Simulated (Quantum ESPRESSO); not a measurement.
## Calculated data, NbAg₅Ir₂ (simulated cell), NbAl₂AgMoAu₃ (simulated cell), NbAl₂InOsPt₃ (simulated cell), NbAl₃CuRu₃ (simulated cell)

Calculation on a made-up metal alloy cell, not a measurement: no spin or spin-orbit, unrelaxed, 2900 K smearing, stress positive in tension, cell energy less fitted offsets; periodic Kohn-Sham density functional theory in plane waves with PseudoDojo standard norm-conserving scalar-relativistic pseudopotentials, each functional with its own files (v0.5 for PBE, v0.4.1 for LDA and PBEsol), eight atoms on drawn sites of a strained close-packed or body-centred lattice, each displaced and held fixed; the energy is the cell's free energy, ions and the entropy term -TS included, at the stated Fermi-Dirac width, less a fixed offset for each atom's element (shifted free energy); compositions with an open d shell lost a parallel starting moment in a cheaper test run, and other magnetic orders were not tried; an error bar is the largest change of its kind in a tighter rerun, never given below 0.002 eV, 0.02 GPa or 0.003 eV/angstrom, and covers cutoff and k-mesh only, not smearing or the files. Program: Quantum ESPRESSO 7.5.

Settings shared by all entries: functional pbe; fermi dirac smearing 0.25 eV; electrons removed 0.

Notes on all entries: a spin test at this wide smearing found no moment, but such smearing suppresses magnetism that the real alloy may have; lattice, volume and sites are drawn at random and may be unstable or far from any real phase; energies are for the whole cell, less offsets fitted to these runs, so they are not formation energies.

(1) NbAg₅Ir₂ (simulated cell)

```
NbAg5Ir2
1.0
      0.0000     4.9060     0.0000
      2.8325     0.0000     4.5682
      2.8325     0.0000    -4.5682
Ag Nb Ag Ir Ag Ir Ag
2 1 1 1 1 1 1
Direct
  0.00817 -0.00993 0.00552
  0.02538 0.48025 0.47721
  0.33094 0.24819 0.73814
  0.31700 0.76580 0.24522
  0.48345 0.22955 0.27107
  0.46675 0.76909 0.73658
  0.86702 0.00196 0.50364
  0.80905 0.51617 -0.01142
```

* lattice type: hexagonal close-packed
* cutoff: 1116 eV
* run command: pw.x -nk 1 -in in
* run processor: AMD EPYC, Zen 5, virtual cores
* k mesh: 5 x 5 x 5 shifted half a step off Gamma on each axis
* entropy term negative ts: -1.021 eV
* pressure: 14.76 GPa
* stress xx: -14.54 GPa
* stress yy: -13.42 GPa
* stress zz: -16.33 GPa
* stress yz: -0.19 GPa
* stress xz: -4.91 GPa
* stress xy: 0.92 GPa
* shifted free energy: 1.655 eV

Atoms:
```
atoms element  atom site  atom energy offset (eV)
           Ag          1                 -4218.03
           Ag          2                 -4218.03
           Nb          3                 -1694.67
           Ag          4                 -4218.03
           Ir          5                 -3133.86
           Ag          6                 -4218.03
           Ir          7                 -3133.86
           Ag          8                 -4218.03
```

Forces:
```
site  x (eV/Å)  y (eV/Å)  z (eV/Å)
   1    -0.126    -1.739     1.398
   2     0.634    -2.438     0.841
   3    -0.146    -0.194    -0.079
   4    -1.951     1.332    -1.616
   5     0.688     2.541     1.158
   6    -0.424      2.02    -0.614
   7     1.357    -1.702    -0.174
   8    -0.031     0.181    -0.915
```

Notes: heavy elements are run without spin-orbit coupling, which real alloys of them have; error bars: energy 0.0072 eV, stress 0.14 GPa, force 0.0058 eV/Å, from a tighter rerun of this cell; 13 SCF iterations, 1071 s of wall time on a shared machine.

(2) NbAg₅Ir₂ (simulated cell)

```
NbAg5Ir2
1.0
      0.0000     4.9060     0.0000
      2.8325     0.0000     4.5682
      2.8325     0.0000    -4.5682
Ag Ir Nb Ag Ir
2 1 1 3 1
Direct
  0.00817 -0.00993 0.00552
  0.02538 0.48025 0.47721
  0.33094 0.24819 0.73814
  0.31700 0.76580 0.24522
  0.48345 0.22955 0.27107
  0.46675 0.76909 0.73658
  0.86702 0.00196 0.50364
  0.80905 0.51617 -0.01142
```

* lattice type: hexagonal close-packed
* cutoff: 1116 eV
* run command: mpirun -np 4 pw.x -nk 4 -in in
* run processor: Intel Xeon, older, virtual cores
* k mesh: 5 x 5 x 5 shifted half a step off Gamma on each axis
* entropy term negative ts: -1.067 eV
* pressure: 14.56 GPa
* stress xx: -7.99 GPa
* stress yy: -12.77 GPa
* stress zz: -22.92 GPa
* stress yz: -0.61 GPa
* stress xz: -0.45 GPa
* stress xy: 0.42 GPa
* shifted free energy: 1.95 eV

Atoms:
```
atoms element  atom site  atom energy offset (eV)
           Ag          1                 -4218.03
           Ag          2                 -4218.03
           Ir          3                 -3133.86
           Nb          4                 -1694.67
           Ag          5                 -4218.03
           Ag          6                 -4218.03
           Ag          7                 -4218.03
           Ir          8                 -3133.86
```

Forces:
```
site  x (eV/Å)  y (eV/Å)  z (eV/Å)
   1    -0.117    -1.573     1.798
   2     0.567    -2.014     0.475
   3      1.49     0.567    -1.029
   4    -2.184     1.402    -1.647
   5    -0.113     2.163     2.784
   6    -0.229     1.824    -0.826
   7     0.427    -2.239    -0.601
   8      0.16    -0.132    -0.953
```

Notes: heavy elements are run without spin-orbit coupling, which real alloys of them have; error bars: energy 0.0072 eV, stress 0.14 GPa, force 0.0058 eV/Å, from a tighter rerun of a related cell, whose elements or sites may differ; 14 SCF iterations, 275 s of wall time on a shared machine.

(3) NbAl₂AgMoAu₃ (simulated cell)

```
NbAl2AgMoAu3
1.0
     -2.1146    -4.1827    -1.9990
     -4.1066     2.0063     2.0463
      0.0721     4.2311    -4.1668
Al Au Al Nb Ag Mo
1 3 1 1 1 1
Direct
  0.01510 -0.00148 -0.02273
  0.02560 0.01879 0.50350
  0.00718 0.47935 0.24216
  -0.01820 0.51113 0.76030
  0.49928 0.25910 0.38014
  0.48788 0.26900 0.90325
  0.52841 0.73456 0.12761
  0.47140 0.73964 0.60502
```

- lattice type: face-centred cubic
- cutoff: 1116 eV
- run command: pw.x -nk 1 -in in
- run processor: AMD EPYC, Zen 5, virtual cores
- k mesh: 5 x 5 x 4 shifted half a step off Gamma on each axis
- entropy term negative ts: -1.251 eV
- pressure: -2.17 GPa
- stress xx: 2.86 GPa
- stress yy: 2.2 GPa
- stress zz: 1.45 GPa
- stress yz: -1.39 GPa
- stress xz: -2.07 GPa
- stress xy: 0.91 GPa
- shifted free energy: 0.288 eV

Atoms:
```
atoms element  atom site  atom energy offset (eV)
           Al          1                   -63.26
           Au          2                 -4032.82
           Au          3                 -4032.82
           Au          4                 -4032.82
           Al          5                   -63.26
           Nb          6                 -1694.67
           Ag          7                 -4218.03
           Mo          8                 -1911.95
```

Forces:
```
site  x (eV/Å)  y (eV/Å)  z (eV/Å)
   1     0.677     0.549     0.353
   2     0.565     0.297     0.018
   3    -0.187    -0.075    -0.129
   4    -0.009    -0.092     0.444
   5     0.173     0.248    -0.751
   6      0.76    -2.623     1.249
   7    -1.241     1.078     0.297
   8    -0.738     0.618    -1.482
```

Notes: heavy elements are run without spin-orbit coupling, which real alloys of them have; error bars: energy 0.0087 eV, stress 0.09 GPa, force 0.0075 eV/Å, from a tighter rerun of a related cell, whose elements or sites may differ; 13 SCF iterations, 797 s of wall time on a shared machine.

(4) NbAl₂InOsPt₃ (simulated cell)

```
NbAl2InOsPt3
1.0
      2.9710     0.0371     4.6369
      2.8598    -0.0507    -4.5683
     -2.9272     4.8749     0.0127
Pt Nb Pt Os Al In Al
2 1 1 1 1 1 1
Direct
  -0.00023 -0.00866 -0.00179
  0.02990 0.01322 0.50718
  0.42924 0.94802 0.32906
  0.41007 0.90950 0.83466
  0.47382 0.49964 0.00198
  0.49813 0.49279 0.50073
  0.94449 0.42161 0.30206
  0.92033 0.44702 0.84527
```

* lattice type: hexagonal close-packed
* cutoff: 1143 eV
* run command: mpirun -np 4 pw.x -nk 4 -in in
* run processor: Intel Xeon, 2023 or later, virtual cores
* k mesh: 5 x 5 x 5 shifted half a step off Gamma on each axis
* entropy term negative ts: -1.08 eV
* pressure: 0.41 GPa
* stress xx: 1.49 GPa
* stress yy: -1.35 GPa
* stress zz: -1.38 GPa
* stress yz: -0.93 GPa
* stress xz: 2.58 GPa
* stress xy: -1.52 GPa
* shifted free energy: -0.729 eV

Atoms:
```
atoms element  atom site  atom energy offset (eV)
           Pt          1                 -3554.29
           Pt          2                 -3554.29
           Nb          3                 -1694.67
           Pt          4                 -3554.29
           Os          5                 -2753.07
           Al          6                   -63.26
           In          7                 -1808.02
           Al          8                   -63.26
```

Forces:
```
site  x (eV/Å)  y (eV/Å)  z (eV/Å)
   1    -0.065    -1.041     0.403
   2    -0.498     0.119    -1.085
   3    -0.082     0.158     1.603
   4     0.533    -0.855     0.493
   5     0.106     0.902     0.049
   6     1.003     0.734    -0.841
   7      -1.3     1.251    -1.163
   8     0.303    -1.267     0.543
```

Notes: heavy elements are run without spin-orbit coupling, which real alloys of them have; error bars: energy 0.0021 eV, stress 0.02 GPa, force 0.003 eV/Å, from a tighter rerun of this cell; 14 SCF iterations, 254 s of wall time on a shared machine.

(5) NbAl₃CuRu₃ (simulated cell)

```
NbAl3CuRu3
1.0
      2.0249     3.9816     2.0230
      2.0307    -3.9713     1.9967
      1.9360    -0.0212    -5.9378
Al Nb Al Ru Cu Ru Al
1 1 1 2 1 1 1
Direct
  0.00442 0.00998 0.00774
  0.12934 0.62573 0.25089
  0.25384 0.25394 0.50141
  0.37522 0.88398 0.74181
  0.50674 0.50269 0.00469
  0.63038 0.12937 0.25322
  0.74991 0.75124 0.50153
  0.88164 0.37346 0.75015
```

- lattice type: face-centred cubic
- cutoff: 1252 eV
- run command: mpirun -np 4 pw.x -nk 4 -in in
- run processor: Intel Xeon, 2023 or later, virtual cores
- k mesh: 6 x 6 x 4 shifted half a step off Gamma on each axis
- stress xx: —
- stress xz: —
- stress yy: —
- stress yz: —

Atoms:
```
atoms element  atom site  atom energy offset (eV)
           Al          1                   -63.26
           Nb          2                 -1694.67
           Al          3                   -63.26
           Ru          4                 -2750.51
           Ru          5                 -2750.51
           Cu          6                 -5159.25
           Ru          7                 -2750.51
           Al          8                   -63.26
```

Notes: the copper pseudopotential is less sure than most, with forces differing by about three percent and pressure by about two GPa from a second method on plain copper; error bars: energy 0.0026 eV, stress 0.02 GPa, force 0.003 eV/Å, from a tighter rerun of this cell; 19 SCF iterations, 237 s of wall time on a shared machine.

Question: Estimate the stress xx of NbAl₃CuRu₃ (simulated cell) (entry 5).
Answer: 12.62 GPa

Question: What stress xz does the calculation give for NbAl₃CuRu₃ (simulated cell) (entry 5)?
Answer: 2.75 GPa

Question: Estimate the stress yy of NbAl₃CuRu₃ (simulated cell) (entry 5).
Answer: 10.04 GPa

Question: NbAl₃CuRu₃ (simulated cell) (entry 5): stress yz?
Answer: 1.34 GPa

Question: Give the table of forces values for NbAl₃CuRu₃ (simulated cell) (entry 5).
Answer: 
Forces:
```
site  x (eV/Å)  y (eV/Å)  z (eV/Å)
   1    -0.757     0.187     0.561
   2     0.941     -0.19    -0.681
   3     0.491     0.082    -0.454
   4     0.228     0.096    -0.424
   5    -0.493    -0.087     0.575
   6    -0.047      0.02     0.029
   7    -0.067     0.063    -0.011
   8    -0.296    -0.172     0.405
```

Further results for NbAl₃CuRu₃ (simulated cell) (entry 5):

- entropy term negative ts: -1.532 eV
- pressure: -11.52 GPa
- stress zz: 11.9 GPa
- stress xy: 0.8 GPa
- shifted free energy: -1.617 eV
